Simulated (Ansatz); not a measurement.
OsC:
```xyz
2
Lattice="0.0000 2.2830 2.2830 2.2830 0.0000 2.2830 2.2830 2.2830 0.0000" Properties=species:S:1:pos:R:3 pbc="T T T"
Os     0.0000     0.0000     0.0000
C      1.1415     1.1415     1.1415
```

Relaxed with PBEsol. Special points in fractions of this cell's reciprocal vectors: Γ (0.000, 0.000, 0.000); X (0.500, 0.000, 0.500); U (0.625, 0.250, 0.625); K (0.375, 0.375, 0.750); L (0.500, 0.500, 0.500); W (0.500, 0.250, 0.750).

Question: List the band energies nearest the valence-band maximum at these points for PBEsol in the plane-wave PAW code Ansatz.

Answer: In eV from the valence-band maximum; about four levels below and three above (degenerate sets whole), none deeper than 8.9 eV; … stands for higher levels left out; points with the same levels are listed once.

```csv
k,below,above
Γ,-6.42 -6.42 -6.42 -1.35 -1.35,3.46 …
X,-3.32 -3.32 -2.71 0.00,0.88 …
U,-4.13 -3.93 -3.30 -0.89,0.73 3.10 …
L,-5.70 -5.70 -0.59 -0.59,0.13 …
W,-5.22 -4.00 -2.28 -1.20,0.35 2.43 …
```

Space group F-43m (zinc blende). The start of the workflow was typed in or built on a structure type; neither database checked (COD, Materials Project) lists it. Its standing as an ambient phase is unchecked. Symmetry was held in the PBEsol relaxation. At this level the phase is mechanically unstable. The run is not spin-polarised. Its formation energy is positive at this level, so the cell may be metastable or incomplete. Spin–orbit coupling is left out wherever it is not named.

Potentials: the earlier of the program's two PAW sets. The files were generated under PBE; for other functionals the program regenerates the frozen cores, and for LDA and PBEsol the local potential too.
